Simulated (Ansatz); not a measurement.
Sc (hcp (Mg type)), relaxed with r²SCAN (Ansatz, a quantum-chemistry and plane-wave program, plane waves, PAW): a = b = 3.331 Å, c = 5.194 Å, α = β = 90.00°, γ = 120.00°.

**Question.** The same phase is relaxed and computed with LDA in the same code. What is the cell now?

**Answer.** a = b = 3.230 Å, c = 4.985 Å, α = β = 90.00°, γ = 120.00°.

All cells were relaxed under the symmetry of their starts (and spin orders); stability against distortions was not tested throughout. Named crystals with no word on spin ran without spin polarisation.

Potentials: the earlier of the program's two PAW sets. The files were generated under PBE; for other functionals the program regenerates the frozen cores, and for LDA and PBEsol the local potential too.

Ansatz is a plane-wave DFT program.
